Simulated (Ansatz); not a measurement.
# Ni2Si: pressure against volume

Ni2Si, Pnma, a = 4.917 Å, b = 3.698 Å, c = 7.008 Å. The structure is a COD entry; whether it is the stable form wasn't checked. Ansatz: PBEsol, PAW, 420 eV, Γ-centred 8×10×6 mesh on 12 atoms, Gaussian smearing 0.10 eV; no spin polarisation. Shape and atoms are relaxed at each volume; pressure is positive in compression.

| V (Å³/atom) | P (GPa) |
| --- | --- |
| 9.979 | 15.51 |
| 10.298 | 7.06 |
| 10.616 | 0.00 |
| 10.935 | -5.85 |
| 11.253 | ? |

Question: Take V0 = 10.616 Å³/atom, fit the third-order Birch–Murnaghan form to the other rows, and predict the missing pressure.

Answer: With the Eulerian strain f = ½[(V0/V)^(2/3) − 1] and y = P/[3f(1 + 2f)^(5/2)], the form is the line y = B0 + 1.5 B0 (B0′ − 4) f. Rows (f, y): 0.02106, 221.4; 0.01024, 218.5; -0.00977, 209.7. Means f = 0.007177, y = 216.53; Σ(Δf)² = 0.0004893, ΣΔfΔy = 0.1894; the slope is their ratio. y = 213.8 + 387.1 f GPa, so B0 = 213.8 GPa and B0′ = 4 + 2 × (387.1)/(3 × 213.8) = 5.21. At V = 11.253, f = -0.01905, y = 206.43 and P = -10.71 GPa. The run gave -10.74 GPa, so the fit is 0.03 GPa too high, within twice the rms miss on the fitted rows (0.03 GPa). The form still works here, 33 % of the fitted range beyond its end.